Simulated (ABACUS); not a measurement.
Consider a self-consistent single point of ZnCu₂SnSe₄ (I-42m, 8 atoms in the cell; from Materials Project mp-16564, changed as shown).

```yaml
crystal:
  lattice:
    - [-2.94584, 2.94584, 5.89439]
    - [2.94584, -2.94584, 5.89439]
    - [2.94584, 2.94584, -5.89439]
  atoms:
    - { symbol: Zn, position: [0.00000, 0.00000, 0.00000] }
    - { symbol: Cu, position: [0.75000, 0.25000, 0.50000] }
    - { symbol: Cu, position: [0.25000, 0.75000, 0.50000] }
    - { symbol: Sn, position: [0.50000, 0.50000, 0.00000] }
    - { symbol: Se, position: [0.62386, 0.62386, 0.51812] }
    - { symbol: Se, position: [0.37614, 0.89426, 0.00000] }
    - { symbol: Se, position: [0.10574, 0.10574, 0.48188] }
    - { symbol: Se, position: [0.89426, 0.37614, 0.00000] }
```

Computed with PBEsol, numerical atomic orbitals DZP (confined pseudo-atomic orbitals with Gaussian additions; energy shift 0.01 Ry), PseudoDojo 0.4 standard norm-conserving PBEsol (tails mended) pseudopotentials in ABACUS 3.10.1.

ABACUS settings:

```
setting                                                                  value
---------------  -------------------------------------------------------------
basis                      DZP numerical atomic orbitals, energy shift 0.01 Ry
KPT                                                          Gamma 8 8 8 0 0 0
basis_type                                                                lcao
dft_functional                                                          PBESOL
ecutwfc                                                                 100 Ry
smearing_method                                                             fd
smearing_sigma                                                   0.00367493 Ry
potentials       PseudoDojo 0.4 standard norm-conserving PBEsol (tails mended)
symmetry                                                                     1
ks_solver                                                        scalapack_gvx
scf_nmax                                                                   100
scf_thr                                                                1.0e-07
mixing_type                                                            broyden
```

Results:

```
Item                                                       Value
------------------------------------------------  --------------
Number of valence electrons                                  136
Number of bands                                               82
Number of k-points after the program's reduction              59
Size of the basis                                            203
Number of SCF iterations                                      12
Free energy E − TS                                -31318.7567 eV
Fermi level (on the code's own zero)                     7.87 eV
Pressure                                               -5.99 GPa
```

Stress (GPa, positive for compression):
```
-5.94   0.00   0.00
 0.00  -5.94   0.00
 0.00   0.00  -6.08
```

For comparison: a first run was changed to give this one (lattice scaled by 1.02), and from it to this one the free energy rises by 43.1 meV/atom and the pressure goes from -3.22 to -5.99 GPa.

The atom-centred basis is finite, which shifts total energies and pressures against plane waves. The structure comes from a collection of computed structures, made at another level of theory; the collection holds predicted forms beside known ones. Its lattice was then scaled.

Cost on one core: very roughly 60 core-seconds.

The atomic orbitals were generated for these runs; they are not ABACUS's published sets and were checked against plane waves on a few crystals only.

“Tails mended”: in these copies of the files the far tail of each local potential was reset to the Coulomb form.
